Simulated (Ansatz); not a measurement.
ZnAu (CsCl type)

```
CELL_PARAMETERS angstrom
      6.37355     0.00000     0.00000
      3.18677     3.18677     0.00000
      0.00000     0.00000     3.18677
ATOMIC_POSITIONS crystal
  Zn 0.00000 0.50000 0.50000
  Zn 0.50000 0.50000 0.50000
  Au 0.00000 0.00000 0.00000
  Au 0.50000 0.00000 0.00000
```

The atoms are displaced by Q × the pattern below (from a DFPT mode at M = (0.5, 0.5, 0.0), largest move 1; Q in Å), at fixed cell. It is one choice among 2 degenerate patterns. (q is in reciprocal vectors of the primitive cell; the cell shown is doubled to hold the pattern.)

| atom | x | y | z |
|---|---|---|---|
| Zn1 | 0.000 | 1.000 | 0.000 |
| Zn2 | 0.000 | -1.000 | 0.000 |
| Au3 | -0.359 | 0.000 | 0.000 |
| Au4 | 0.359 | 0.000 | 0.000 |

The numbers are results of PBE (plane waves to 420 eV, PAW, scalar-relativistic; Ansatz, a quantum-chemistry and plane-wave program), not measurements. k mesh 15×15×15 (Γ-centred), Fermi-Dirac smearing 0.05 eV. The energy includes the smearing's −TS. With partly filled bands, energies and forces of such displacements shift with the k mesh and the smearing. Spin-orbit coupling is left out, though Au is heavy. ZnAu was relaxed with its symmetry unable to fall. The zero of ΔE is the undisplaced structure. The last digit holds for this mesh only.

| Q (Å) | ΔE (meV/cell) |
|---|---|
| -0.180 | 290.0 |
| -0.150 | 198.6 |
| -0.120 | 125.7 |
| -0.090 | withheld |
| -0.060 | 30.9 |
| -0.030 | 7.7 |
| 0.000 | 0.0 |
| 0.030 | 7.7 |
| 0.060 | 30.9 |
| 0.090 | withheld |
| 0.120 | 125.7 |
| 0.150 | 198.6 |
| 0.180 | 290.0 |

Task: Fit an even polynomial form (powers 2, 4) to the given rows and predict ΔE at Q = 0.090.

Result: Least squares on the 11 given rows: ΔE = (8548)·Q² + (12420)·Q⁴, in meV/cell with Q in Å; root-mean-square residual 0.02 meV/cell. At 0.090 the fit gives 70.1 meV/cell; the calculation gives 70.1 meV/cell, the same to the digits shown. The quadratic term alone would give 69.2 meV/cell.

(A displaced cell: forces are minus the slopes of the energy, force constants its curvatures, and phonons follow from these.)
